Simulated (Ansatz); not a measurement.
AgI:
```yaml
crystal:
  lattice:
    - [4.56021, 0.00000, 0.00000]
    - [-2.28011, 3.94926, 0.00000]
    - [0.00000, 0.00000, 7.45216]
  atoms:
    - { symbol: I, position: [0.33333, 0.66667, 0.00253] }
    - { symbol: I, position: [0.66667, 0.33333, 0.50253] }
    - { symbol: Ag, position: [0.33333, 0.66667, 0.62747] }
    - { symbol: Ag, position: [0.66667, 0.33333, 0.12747] }
```

Relaxed with PBEsol. Special points in fractions of this cell's reciprocal vectors: Γ (0.000, 0.000, 0.000); M (0.500, 0.000, 0.000); K (0.333, 0.333, 0.000); A (0.000, 0.000, 0.500); L (0.500, 0.000, 0.500); H (0.333, 0.333, 0.500).

List the band energies nearest the valence-band maximum at these points for PBEsol (plane waves, PAW; program Ansatz).

In eV from the valence-band maximum; about four levels below and three above (degenerate sets whole), none deeper than 8.9 eV; points with the same levels are listed once.

| k | below | above |
|---|---|---|
| Γ | -0.75 -0.75 -0.07 0.00 0.00 | 1.23 2.51 5.65 5.65 |
| M | -2.30 -1.87 -1.10 -0.76 | 3.25 3.47 4.68 |
| K | -2.67 -1.61 -1.61 -1.40 | 4.22 4.49 4.49 |
| A | -0.39 -0.39 -0.39 -0.39 | 2.55 2.55 5.53 5.53 |
| L | -1.31 -1.31 -1.30 -1.30 | 3.13 3.13 4.75 4.75 |
| H | -2.03 -2.03 -1.19 -1.19 | 3.85 3.85 5.56 5.56 |

Space group P6_3mc (wurtzite). The PBEsol relaxation kept the symmetry of its start. No spin polarisation was allowed. Scalar-relativistic: spin–orbit coupling is off unless named, which matters more the heavier the elements.

Potentials: the later of the program's two PAW sets.
